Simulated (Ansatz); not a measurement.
Task: Each is relaxed and computed with r²SCAN in the plane-wave PAW code Ansatz. Which is the only metal?
(A) Y2SiO5, C2/c (Pearson symbol mS64)
(B) BAs, P6_222 (B on 3d, As on 3c)
(C) YBRh3, cubic perovskite
(D) NaMgF3, cubic perovskite

Result: C, YBRh3, cubic perovskite. YBRh3: metal; Y2SiO5: gap 5.45 eV (direct); NaMgF3: gap 7.07 eV (indirect); BAs: gap 0.67 eV (indirect). Typed or built starts, not in the databases checked: BAs, P6_222 (B on 3d, As on 3c). Not the usual ambient phase: BAs, P6_222 (B on 3d, As on 3c). Standing as an ambient phase not checked: YBRh3, cubic perovskite; Y2SiO5, C2/c (Pearson symbol mS64); NaMgF3, cubic perovskite. All cells were relaxed under the symmetry of their starts (and spin orders); stability against distortions was not tested throughout. Rows with no word on spin ran without spin polarisation. Scalar-relativistic: spin–orbit coupling is off unless named, which matters more the heavier the elements.

Potentials: the later of the program's two PAW sets.
